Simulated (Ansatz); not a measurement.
La3GaBr3:
```
La3GaBr3
1.0
    6.14147     0.00000     0.00000
    0.00000     6.14147     0.00000
    0.00000     0.00000     6.14147
La Ga Br
3 1 3
Direct
  0.00000   0.50000   0.50000
  0.50000   0.00000   0.50000
  0.50000   0.50000   0.00000
  0.50000   0.50000   0.50000
  0.00000   0.00000   0.50000
  0.50000   0.00000   0.00000
  0.00000   0.50000   0.00000
```

Relaxed with r²SCAN. Special points in fractions of this cell's reciprocal vectors: Γ (0.000, 0.000, 0.000); X (0.000, 0.500, 0.000); M (0.500, 0.500, 0.000); R (0.500, 0.500, 0.500).

Question: List the band energies nearest the Fermi level at these points for r²SCAN (plane waves, PAW; program Ansatz).

Answer: In eV from the Fermi level; about four levels below and three above (degenerate sets whole), none deeper than 8.9 eV; points with the same levels are listed once.

| k | below | above |
|---|---|---|
| Γ | -5.33 -5.33 -5.33 -1.06 -1.06 -1.06 | 0.31 0.31 0.31 |
| X | -1.57 -0.79 -0.66 -0.66 | 0.28 0.62 0.62 |
| M | -5.09 -1.86 -1.86 -1.23 | 0.76 0.76 0.90 |
| R | -4.95 -2.07 -2.07 -2.07 | 0.97 0.97 0.97 |

Space group Pm-3m. The first step of the workflow began from a Materials Project structure, measured or hypothetical; the Crystallography Open Database files this formula in space group No. 221, but the cells were not matched. Whether it is the stable phase at ambient conditions was not checked. The cell was relaxed with r²SCAN under the symmetry of its start; whether a distortion lowers the energy is not shown. With an odd number of electrons in the cell and no spin polarisation, the count alone makes it a metal. Scalar-relativistic: spin–orbit coupling is off unless named, which matters more the heavier the elements.

Potentials: the later of the program's two PAW sets.
